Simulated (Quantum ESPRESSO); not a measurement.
## Ru3Au3HfPd (one run as intended and one with a planted mistake)

A calculation, not a measurement. The program is pw.x of Quantum ESPRESSO 7.5 (plane-wave density functional theory). The cell is made up: eight metal atoms on a hexagonal close-packed lattice, with elements, volume, strain and displacements drawn at random and not relaxed, so it may be unstable or far from any real phase. PseudoDojo standard norm-conserving files set the functional (PBE unless stated); there is no spin polarisation or spin-orbit coupling, the Fermi-Dirac width of 0.25 eV means electrons at about 2900 K, and the masses in the input are unused placeholders. The tin pseudopotential is less sure than most, with forces differing by about three percent from a second method on plain tin. Heavy elements are run without spin-orbit coupling, which real alloys of them have. A spin test at this wide smearing found no moment, but such smearing suppresses magnetism that the real alloy may have.

Intended input:

```
&control calculation='scf', pseudo_dir='./dojo.nc.sr.pbe.v0_5.standard.upf', outdir='./o', disk_io='minimal', tprnfor=.true., tstress=.true. /
&system ibrav=0, nat=8, ntyp=4, nbnd=82, ecutwfc=84.00895049, nosym=.true., tot_charge=0,
 occupations='smearing', smearing='fd', degauss=0.0183746611
/
&electrons conv_thr=1.470e-08, electron_maxstep=70, mixing_beta=0.5 /
ATOMIC_SPECIES
Au 1.0 Au.upf
Hf 1.0 Hf.upf
Pd 1.0 Pd.upf
Ru 1.0 Ru.upf
CELL_PARAMETERS angstrom
0.0122 4.9358 -0.0225
2.9227 -0.0143 4.6405
2.8229 0.0283 -4.5796
ATOMIC_POSITIONS angstrom
Ru -0.0427 -0.0343 0.0641
Ru 2.8548 0.0608 0.0641
Au 2.8571 1.7081 -2.2932
Au 2.8866 1.7154 2.3459
Hf 1.4415 2.4944 0.1184
Ru 4.304 2.4544 0.0013
Pd 1.3868 4.0909 -2.3208
Au 1.4002 4.113 2.2994
K_POINTS automatic
5 5 5 1 1 1
```

The log is shortened where brackets say so; the opening notice, blank lines, dates and the lines on written files are dropped, and the path of the files is cut. It prints rydbergs, bohrs and kilobars, and counts compression as positive stress. Its total energy is the free energy E - TS of the whole cell.

Log of the intended run:

```
     Program PWSCF v.7.5
     Parallel version (MPI & OpenMP), running on       4 processor cores
     Number of MPI processes:                 4
     Threads/MPI process:                     1
     [start-up lines left out]
     bravais-lattice index     =            0
     lattice parameter (alat)  =       9.3274  a.u.
     unit-cell volume          =     882.1318 (a.u.)^3
     number of atoms/cell      =            8
     number of atomic types    =            4
     number of electrons       =       135.00
     number of Kohn-Sham states=           82
     kinetic-energy cutoff     =      84.0090  Ry
     charge density cutoff     =     336.0358  Ry
     scf convergence threshold =      1.5E-08
     mixing beta               =       0.5000
     number of iterations used =            8  plain     mixing
     Exchange-correlation= PBE
                           (   1   4   3   4   0   0   0)
     [axes and pseudopotential details left out]
   Cartesian axes
     site n.     atom                  positions (alat units)
         1        Ru     tau(   1) = (  -0.0086510  -0.0069491   0.0129866  )
         2        Ru     tau(   2) = (   0.5783787   0.0123180   0.0129866  )
         3        Au     tau(   3) = (   0.5788447   0.3460588  -0.4645993  )
         4        Au     tau(   4) = (   0.5848213   0.3475378   0.4752762  )
         5        Hf     tau(   5) = (   0.2920460   0.5053621   0.0239877  )
         6        Ru     tau(   6) = (   0.8719847   0.4972582   0.0002634  )
         7        Pd     tau(   7) = (   0.2809638   0.8288109  -0.4701910  )
         8        Au     tau(   8) = (   0.2836787   0.8332884   0.4658554  )
     number of k points=    63  Fermi-Dirac smearing, width (Ry)=  0.0184
                       cart. coord. in units 2pi/alat
        k(    1) = (   0.1715860   0.0995709  -0.0013972), wk =   0.0320000
        k(    2) = (   0.3445568   0.0986467  -0.1103413), wk =   0.0320000
     [further k points left out]
     Dense  grid:    91809 G-vectors     FFT dimensions: (  60,  64,  60)
     Estimated max dynamical RAM per process >     410.69 MB
     Estimated total dynamical RAM >       1.54 GB
     Initial potential from superposition of free atoms
     starting charge     134.9953, renormalised to     135.0000
     Starting wfcs are   79 randomized atomic wfcs +    3 random wfcs
     total cpu time spent up to now is        6.0 secs
     per-process dynamical memory:   326.3 Mb
     Self-consistent Calculation
     iteration #  1     ecut=    84.01 Ry     beta= 0.50
     Davidson diagonalization with overlap
     ethr =  1.00E-02,  avg # of iterations =  3.0
     total cpu time spent up to now is       22.1 secs
     total energy              =   -1874.26502664 Ry
     estimated scf accuracy    <       8.47207832 Ry
     iteration #  2     ecut=    84.01 Ry     beta= 0.50
     Davidson diagonalization with overlap
     ethr =  6.28E-03,  avg # of iterations =  3.0
     total cpu time spent up to now is       38.8 secs
     total energy              =   -1877.35414604 Ry
     estimated scf accuracy    <      27.82045662 Ry
     [iterations 3 to 16 left out]
     iteration # 17     ecut=    84.01 Ry     beta= 0.50
     Davidson diagonalization with overlap
     ethr =  2.41E-11,  avg # of iterations =  2.0
     total cpu time spent up to now is      245.8 secs
     total energy              =   -1879.49429556 Ry
     estimated scf accuracy    <       0.00000002 Ry
     iteration # 18     ecut=    84.01 Ry     beta= 0.50
     Davidson diagonalization with overlap
     ethr =  1.54E-11,  avg # of iterations =  1.0
     total cpu time spent up to now is      258.0 secs
     End of self-consistent calculation
     [lines on levels left out]
!    total energy              =   -1879.49429556 Ry
     estimated scf accuracy    <          9.5E-10 Ry
     smearing contrib. (-TS)   =      -0.12834181 Ry
     internal energy E=F+TS    =   -1879.36595375 Ry
     The total energy is F=E-TS. E is the sum of the following terms:
     one-electron contribution =    -501.24307334 Ry
     hartree contribution      =     332.06299189 Ry
     xc contribution           =    -329.52519961 Ry
     ewald contribution        =   -1380.66067269 Ry
     convergence has been achieved in  18 iterations
     Forces acting on atoms (cartesian axes, Ry/au):
     atom    1 type  4   force =    -0.01298719    0.00352181   -0.02307039
     atom    2 type  4   force =     0.00856527   -0.01228541   -0.00363320
     atom    3 type  1   force =    -0.03397655   -0.03379718    0.01875624
     atom    4 type  1   force =     0.02595591   -0.04016592    0.01184922
     atom    5 type  2   force =     0.00185359    0.00569139   -0.06625243
     atom    6 type  4   force =    -0.00060963    0.01230192    0.02430239
     atom    7 type  3   force =    -0.00553157    0.02472848    0.01127247
     atom    8 type  1   force =     0.01673018    0.04000491    0.02677571
     Total force =     0.120667     Total SCF correction =     0.000160
     Computing stress (Cartesian axis) and pressure
          total   stress  (Ry/bohr**3)                   (kbar)     P=       13.00
  -0.00006949  -0.00001170  -0.00009847          -10.22       -1.72      -14.48
  -0.00001170  -0.00003500   0.00005090           -1.72       -5.15        7.49
  -0.00009847   0.00005090   0.00036959          -14.48        7.49       54.37
     init_run     :      5.55s CPU      5.87s WALL (       1 calls)
     electrons    :    245.35s CPU    252.04s WALL (       1 calls)
     forces       :      2.40s CPU      2.41s WALL (       1 calls)
     stress       :      8.10s CPU      8.13s WALL (       1 calls)
     [timing details left out]
     PWSCF        :   4m21.56s CPU   4m28.64s WALL
     JOB DONE.
```

A second run has one planted mistake: one atom is of a wrong element. The input lines that differ:

```
- &system ibrav=0, nat=8, ntyp=4, nbnd=82, ecutwfc=84.00895049, nosym=.true., tot_charge=0,
+ &system ibrav=0, nat=8, ntyp=4, nbnd=80, ecutwfc=84.00895049, nosym=.true., tot_charge=0,
- Pd 1.0 Pd.upf
+ Sn 1.0 Sn.upf
- Pd 1.3868 4.0909 -2.3208
+ Sn 1.3868 4.0909 -2.3208
```

Its log:

```
     Program PWSCF v.7.5
     Parallel version (MPI & OpenMP), running on       4 processor cores
     Number of MPI processes:                 4
     Threads/MPI process:                     1
     [start-up lines left out]
     bravais-lattice index     =            0
     lattice parameter (alat)  =       9.3274  a.u.
     unit-cell volume          =     882.1318 (a.u.)^3
     number of atoms/cell      =            8
     number of atomic types    =            4
     number of electrons       =       131.00
     number of Kohn-Sham states=           80
     kinetic-energy cutoff     =      84.0090  Ry
     charge density cutoff     =     336.0358  Ry
     scf convergence threshold =      1.5E-08
     mixing beta               =       0.5000
     number of iterations used =            8  plain     mixing
     Exchange-correlation= PBE
                           (   1   4   3   4   0   0   0)
     [axes and pseudopotential details left out]
   Cartesian axes
     site n.     atom                  positions (alat units)
         1        Ru     tau(   1) = (  -0.0086510  -0.0069491   0.0129866  )
         2        Ru     tau(   2) = (   0.5783787   0.0123180   0.0129866  )
         3        Au     tau(   3) = (   0.5788447   0.3460588  -0.4645993  )
         4        Au     tau(   4) = (   0.5848213   0.3475378   0.4752762  )
         5        Hf     tau(   5) = (   0.2920460   0.5053621   0.0239877  )
         6        Ru     tau(   6) = (   0.8719847   0.4972582   0.0002634  )
         7        Sn     tau(   7) = (   0.2809638   0.8288109  -0.4701910  )
         8        Au     tau(   8) = (   0.2836787   0.8332884   0.4658554  )
     number of k points=    63  Fermi-Dirac smearing, width (Ry)=  0.0184
                       cart. coord. in units 2pi/alat
        k(    1) = (   0.1715860   0.0995709  -0.0013972), wk =   0.0320000
        k(    2) = (   0.3445568   0.0986467  -0.1103413), wk =   0.0320000
     [further k points left out]
     Dense  grid:    91809 G-vectors     FFT dimensions: (  60,  64,  60)
     Estimated max dynamical RAM per process >     403.28 MB
     Estimated total dynamical RAM >       1.51 GB
     Initial potential from superposition of free atoms
     starting charge     130.9939, renormalised to     131.0000
     Starting wfcs are   79 randomized atomic wfcs +    1 random wfcs
     total cpu time spent up to now is        5.5 secs
     per-process dynamical memory:   320.3 Mb
     Self-consistent Calculation
     iteration #  1     ecut=    84.01 Ry     beta= 0.50
     Davidson diagonalization with overlap
     ethr =  1.00E-02,  avg # of iterations =  3.0
     total cpu time spent up to now is       20.7 secs
     total energy              =   -1765.22368223 Ry
     estimated scf accuracy    <       1.90048314 Ry
     iteration #  2     ecut=    84.01 Ry     beta= 0.50
     Davidson diagonalization with overlap
     ethr =  1.45E-03,  avg # of iterations =  2.6
     total cpu time spent up to now is       36.0 secs
     total energy              =   -1765.41949307 Ry
     estimated scf accuracy    <       4.43130066 Ry
     [iterations 3 to 14 left out]
     iteration # 15     ecut=    84.01 Ry     beta= 0.50
     Davidson diagonalization with overlap
     ethr =  6.85E-11,  avg # of iterations =  2.0
     total cpu time spent up to now is      212.5 secs
     total energy              =   -1766.11565794 Ry
     estimated scf accuracy    <       0.00000007 Ry
     iteration # 16     ecut=    84.01 Ry     beta= 0.50
     Davidson diagonalization with overlap
     ethr =  5.13E-11,  avg # of iterations =  1.0
     total cpu time spent up to now is      225.1 secs
     End of self-consistent calculation
     [lines on levels left out]
!    total energy              =   -1766.11565795 Ry
     estimated scf accuracy    <          2.9E-09 Ry
     smearing contrib. (-TS)   =      -0.11247147 Ry
     internal energy E=F+TS    =   -1766.00318648 Ry
     The total energy is F=E-TS. E is the sum of the following terms:
     one-electron contribution =    -434.51186849 Ry
     hartree contribution      =     302.23143352 Ry
     xc contribution           =    -331.76990550 Ry
     ewald contribution        =   -1301.95284600 Ry
     convergence has been achieved in  16 iterations
     Forces acting on atoms (cartesian axes, Ry/au):
     atom    1 type  3   force =    -0.01345289    0.00290656   -0.02999117
     atom    2 type  3   force =     0.01086286   -0.01527832   -0.00516209
     atom    3 type  1   force =    -0.01517269   -0.03238202    0.02523168
     atom    4 type  1   force =     0.00876042   -0.03956841    0.01696079
     atom    5 type  2   force =     0.00235571   -0.01746601   -0.03405849
     atom    6 type  3   force =    -0.00204877    0.00080455    0.01949956
     atom    7 type  4   force =    -0.00986693    0.05468839   -0.02039922
     atom    8 type  1   force =     0.01856230    0.04629526    0.02791894
     Total force =     0.118067     Total SCF correction =     0.000141
     Computing stress (Cartesian axis) and pressure
          total   stress  (Ry/bohr**3)                   (kbar)     P=      100.74
   0.00056744  -0.00000982  -0.00008526           83.47       -1.44      -12.54
  -0.00000982   0.00069394  -0.00004434           -1.44      102.08       -6.52
  -0.00008526  -0.00004434   0.00079308          -12.54       -6.52      116.67
     init_run     :      5.16s CPU      5.40s WALL (       1 calls)
     electrons    :    214.61s CPU    219.61s WALL (       1 calls)
     forces       :      2.35s CPU      2.36s WALL (       1 calls)
     stress       :      8.22s CPU      8.22s WALL (       1 calls)
     [timing details left out]
     PWSCF        :   3m50.51s CPU   3m55.80s WALL
     JOB DONE.
```

|  | intended run | run with the mistake |
| --- | --- | --- |
| free energy (eV) | -25571.823 | -24029.228 |
| entropy term -TS, part of it (eV) | -1.746 | -1.530 |
| pressure (GPa) | 1.30 | 10.07 |
| size of the largest force component (eV/Å) | 1.703 | 1.406 |
| largest change of a force component (eV/Å) |  | 0.828 |
| iterations | 18 | 16 |

For scale, a rerun of the intended cell at a higher cutoff and on a denser mesh moved values by no more than 0.008 eV in energy, 0.07 GPa in stress and 0.003 eV/Å in force, and a second program with other atomic files agreed on that cell to 2 % rms in force and 0.5 GPa in pressure. Files of another functional or element have another zero of energy, so the energy change says nothing on stability. The number of bands, nbnd, was set by rule from the electron count, so it follows the mistake.